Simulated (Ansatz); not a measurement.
ScNiN$_{2}$:
```yaml
crystal:
  lattice:
    - [1.64648, 0.95060, 5.63405]
    - [-1.64648, 0.95060, 5.63405]
    - [0.00000, -1.90120, 5.63405]
  atoms:
    - { symbol: Sc, position: [0.50000, 0.50000, 0.50000] }
    - { symbol: Ni, position: [0.00000, 0.00000, 0.00000] }
    - { symbol: N, position: [0.89802, 0.89802, 0.89802] }
    - { symbol: N, position: [0.10198, 0.10198, 0.10198] }
```
The run is spin-polarised; directions of the spins, atom by atom: 0 ↑ ↑ ↑.

Relaxed with r²SCAN. Special points in fractions of this cell's reciprocal vectors: Γ (0.000, 0.000, 0.000); T (0.500, 0.500, 0.500); H2 (0.814, 0.186, 0.500); H0 (0.500, -0.186, 0.186); L (0.500, 0.000, 0.000); S0 (0.343, -0.343, 0.000); S2 (0.657, 0.000, 0.343); F (0.500, 0.000, 0.500).

Problem. List the band energies nearest the Fermi level at these points for DFT-r²SCAN in the program Ansatz with PAW potentials.

Solution. In eV from the Fermi level; about four levels below and three above (degenerate sets whole), none deeper than 8.9 eV; points with the same levels are listed once.

| k | below | above |
|---|---|---|
| Γ ↑ | -1.41 -1.41 -1.05 -0.50 -0.50 | 4.45 4.45 4.54 |
| T ↑ | -2.64 -2.64 -2.19 -2.19 | 0.65 0.65 4.41 4.41 |
| H2 ↑ | -1.89 -1.15 -0.56 -0.40 | 4.34 5.17 5.47 |
| L ↑ | -1.81 -0.94 -0.19 -0.10 | 3.25 5.23 5.65 |
| S0 ↑ | -1.76 -1.29 -0.46 -0.45 | 4.31 5.28 5.43 |
| F ↑ | -1.57 -1.41 -0.91 -0.63 | 4.05 4.92 5.47 |
| Γ ↓ | -2.53 -0.84 -0.84 -0.36 | 0.48 0.48 0.79 0.79 |
| T ↓ | -1.64 -1.64 -0.81 -0.81 | 2.52 2.52 4.57 4.57 |
| H2 ↓ | -1.81 -1.42 -0.64 -0.56 | 0.87 0.94 1.44 |
| L ↓ | -1.59 -1.32 -1.23 -0.38 | 0.82 1.56 1.81 |
| S0 ↓ | -1.93 -1.31 -0.64 -0.54 | 0.68 1.12 1.44 |
| F ↓ | -1.39 -0.90 -0.39 -0.23 | 0.10 0.96 1.05 |

Space group R-3m. The start of the workflow was typed in or built on a structure type; neither database checked (COD, Materials Project) lists it. Whether it is the stable phase at ambient conditions was not checked. The cell was relaxed with r²SCAN under the symmetry of its start; whether a distortion lowers the energy is not shown. Magnetic state: ferromagnetic, chosen from 2 collinear starts compared on coarse meshes (ties went to the first, and starts can fall back to one state), not a proven ground state. Other orbital occupations within this spin state were not tried. No Hubbard U is applied.

Potentials: the later of the program's two PAW sets.
